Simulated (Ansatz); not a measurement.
Below is a relaxed structure of SbSe4. The cell was found from a structure generator's guess, not taken from experiment.

Computed with Ansatz, DFT PBE, scalar-relativistic, plane waves, PAW. Cutoff 420 eV, Γ-centred mesh, Gaussian smearing, no spin polarisation.

```
Sb Se
1.0
     5.06044    0.00000    0.00000
     0.00000    5.06044    0.00000
     0.00000    0.00000    5.06044
Sb Se
1 4
Direct
  0.00000 0.00000 0.00000
  0.00000 0.50000 0.50000
  0.50000 0.00000 0.50000
  0.50000 0.50000 0.50000
  0.50000 0.50000 0.00000
```

Energies over the elements count from the elements' standard structures at the same level, with no fitted energy shifts.

Task: What space group does it have?

Result: Pm-3m (No. 221). Conventional cell: a = 5.060 Å. Sb has 12 Se at 3.58 Å; Se on a site of symmetry 4/mmm has 2 Se at 2.53 Å, 4 Sb at 3.58 Å and 8 Se at 3.58 Å; Se on a site of symmetry m-3m is surrounded by 6 Se at 2.53 Å.

Task: How far does it lie from the elements in energy?

Result: +0.49 eV/atom. It can't be a ground state, since the elements alone are lower.

Task: Is it a metal?

Result: Yes, bands cross the Fermi level on the 8×8×8 mesh.

The last run used an 8×8×8 mesh for its 5-atom cell and Gaussian smearing of 0.10 eV. These runs have no spin–orbit coupling, which can matter for Sb. An odd number of electrons in the primitive cell allows no gap without spin; a larger cell or a magnetic state could open one. The cell is a metal run without spin; a magnetic state may lie lower. The reference form of Se is held partly by dispersion forces, which this level lacks. Symmetry constrained the relaxation, so the result can be a saddle point.
